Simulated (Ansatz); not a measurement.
Input and command of a plane-wave DFT calculation in Ansatz:

```yaml
crystal:
  lattice:
    - [4.21615809, -2.4342, -4.4972353]
    - [4.21615809, -2.4342, 4.4972353]
    - [-1.40538603, -7.3026, 0.0]
  atoms:
    - { symbol: Si, position: [0.0406989256, 0.290589357, 0.9992630312] }
    - { symbol: Si, position: [0.3620350256, 0.1045976335, 0.40117513] }
    - { symbol: Si, position: [0.1577478489, 0.9086967699, 0.1978457238] }
    - { symbol: Si, position: [0.9528586216, 0.7097753069, 0.0007132512] }
    - { symbol: Si, position: [0.6609328438, 0.4126651505, 0.1985243329] }
    - { symbol: Ti, position: [0.7585511606, 0.5030591724, 0.7992977797] }
    - { symbol: Zn, position: [0.1410501401, 0.3886555639, 0.604509157] }
    - { symbol: Zn, position: [0.9451425599, 0.1935165857, 0.3974451655] }
    - { symbol: Zn, position: [0.6376555569, 0.8886636354, 0.6032339869] }
    - { symbol: Zn, position: [0.4416315963, 0.6865955453, 0.4042449557] }
    - { symbol: Zn, position: [0.244933285, 0.4899734226, 0.2034974073] }
    - { symbol: Zn, position: [0.8452905193, 0.0906499905, 0.8048254333] }
    - { symbol: Zn, position: [0.7440360135, 0.9925862324, 0.1974732966] }
    - { symbol: Zn, position: [0.5374156555, 0.7929309646, 0.0002594495] }
    - { symbol: Zn, position: [0.3439612529, 0.5884245138, 0.7973599897] }
    - { symbol: Zn, position: [0.0609086589, 0.8071994929, 0.5989458197] }
    - { symbol: Zn, position: [0.8569298612, 0.6067265281, 0.4008023007] }
    - { symbol: Zn, position: [0.5528810979, 0.2988368212, 0.5971723751] }
    - { symbol: Zn, position: [0.4554820815, 0.2080830833, 0.0014280226] }
    - { symbol: Zn, position: [0.2632815079, 0.0079914542, 0.8026827128] }
  symmetry: { detect: false }
basis:
  ecutwfc: 420
kpoints:
  mp_grid: { grid: [2, 2, 2], shift: [0.5, 0.5, 0.5] }
hamiltonian:
  xc: pbe
scf:
  occupations: { method: gaussian, width: 0.1 }
  lower_state_search: "off"
output:
  forces: true
  stress: true
  eigenvalues: true
relax:
  adjacent_minimum: "off"
  f_tol: 0.04
  max_steps: 50
  cell: { stress_tol: 0.3 }
```

```bash
ansatz run input.yaml --threads 4 --pin off --max-ram 9216MiB --backend cpu --events-out ev --progress --plain --runs-dir out
```

Processor: Intel(R) Xeon(R) 6975P-C (Granite Rapids), 4 threads, on a host shared with other jobs.

Q: Estimate time, memory and problem size.

A: About 97 s on 4 threads of Intel(R) Xeon(R) 6975P-C (Granite Rapids), with other jobs on the host, peak memory 1.1 GiB. It solves 120 bands at 4 k points (the mesh reduced by symmetry) with about 6297 plane waves (on the last cell), in 160 SCF iterations over 21 ionic steps.
